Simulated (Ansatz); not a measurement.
TaS$_{2}$ (CdI2 type)

```
TaS2
1.0
    3.32937     0.00000     0.00000
   -1.66469     2.88332     0.00000
    0.00000     0.00000     5.78619
Ta S
1 2
Direct
  0.00000   0.00000   0.00000
  0.33333   0.66667   0.26690
  0.66667   0.33333   0.73310
```

The slice is a (0001) plane (indices of the conventional cell) through the point (0.667, 0.333, 0.733) (fractional), spanned by u = [110] and v = [1 -1 0] in vectors of this cell: u (3.33 Å) and v (5.77 Å, at 90° to u). It covers one period; positions are fractions (u, v).

All values below come from PBE-D3(BJ) (plane waves to 420 eV, PAW, scalar-relativistic; Ansatz, a program for electronic structure). k mesh 16×16×8. These are valence fields of a PAW run, semicore shells included where kept as valence: close to a nucleus they are smooth pseudo fields. Spin-orbit coupling is left out, though Ta is heavy. TaS2 is run without spin polarisation. TaS2 was relaxed with its symmetry unable to fall. The PAW data are Ansatz's earlier set.

Question: Predict the map of the electron localisation function (ELF) on the slice.

Answer: 
```
|xxxxxx@@@@@@**::..::**@@@@@@xxxx|
|xxxx%%@@@@%%++::..::++%%@@@@%%xx|
|%%%%@@@@@@##==::..::==##@@@@@@%%|
|@@@@@@@@%%++--......--++%%@@@@@@|
|%%%%%%##++--::......::--++##%%%%|
|++++==--::..............::--==++|
|::::........::--==--::........::|
|        ::--++######++--::      |
|      ::==##%%@@@@@@%%##==::    |
|    ..==##%%@@@@@@@@@@%%##==..  |
|    --**%%@@@@@@@@@@@@@@%%**--  |
|  ..==##@@@@##xxxxxx##@@@@##==..|
|..::++%%@@%%xxxxxxxxxx%%@@%%++::|
|..::**%%@@%%xxxxxxxxxx%%@@%%**::|
|..::**@@@@@@xxxxxxxxxx@@@@@@**::|
|..::++%%@@@@%%xxxxxx%%@@@@%%++::|
|..::==##@@@@@@%%%%%%@@@@@@##==::|
|....--++%%@@@@@@@@@@@@@@%%++--..|
|....::--++##%%%%%%%%%%##++--::..|
|........::--==++++++==--::......|
|==--::........::::::........::--|
|####++--::              ::--++##|
|@@@@%%##==::          ::==##%%@@|
|@@@@@@%%##==..      ..==##%%@@@@|
|@@@@@@@@%%**--      --**%%@@@@@@|
|xxxx##@@@@##==..  ..==##@@@@##xx|
|xxxxxx%%@@%%++::..::++%%@@%%xxxx|
|xxxxxx%%@@%%**::..::**%%@@%%xxxx|
```
Scale: ten equal steps from 0.03 (start of ' ') to 0.87 (end of '@'), in the order ' .:-=+*#%@'. Values: electron localisation function (ELF). The map has 16 points along u (two characters each, u = 0 at the left) and 28 along v (v = 0 in the bottom row). Points within 0.5 Å of a nucleus are blanked (x), as the pseudised field means little there.
